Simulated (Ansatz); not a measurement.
Starting cell, C (diamond):

```
CELL_PARAMETERS angstrom
      0.00000     1.78581     1.78581
      1.78581     0.00000     1.78581
      1.78581     1.78581     0.00000
ATOMIC_POSITIONS crystal
  C  0.50000 0.50000 0.50000
  C  0.75000 0.75000 0.75000
```

In this cell atom 2 (C, nearest neighbour C at 1.547 Å; its periodic images, 2.5 Å or more away, move with it) is moved by u·(1.000, 0.000, 0.000) + v·(0.000, 1.000, 0.000); the rest is frozen.

Calculation: PBE (plane waves to 420 eV, PAW, scalar-relativistic; Ansatz, a program for electronic structure). k mesh 13×13×13 (Γ-centred), Fermi-Dirac smearing 0.05 eV. The energy includes the smearing's −TS. As the smearing reaches across the gap at some points, energies and forces of such displacements shift with the k mesh and the smearing. C was relaxed with its symmetry unable to fall. The PAW data are Ansatz's earlier set. ΔE is measured from the undisplaced structure. Axes are in Å.

Task: Give the computed ΔE (meV/cell) at all points of the grid u = -0.390, -0.260, -0.130, 0.000, 0.130, 0.260, 0.390 by v = -0.390, -0.260, -0.130, 0.000, 0.130, 0.260, 0.390.

Result: ΔE (meV/cell), with u across and v down:

```tsv
v \ u	-0.390	-0.260	-0.130	0.000	0.130	0.260	0.390
-0.390	4598	3397	2590	2303	2590	3397	4598
-0.260	3397	2270	1450	1145	1450	2270	3397
-0.130	2590	1450	611	304	611	1450	2590
0.000	2303	1145	304	0	304	1145	2303
0.130	2590	1450	611	304	611	1450	2590
0.260	3397	2270	1450	1145	1450	2270	3397
0.390	4598	3397	2590	2303	2590	3397	4598
```

(For displaced atoms, the force is minus the slope of the energy, and its curvature is a force constant, which sets phonon frequencies.)
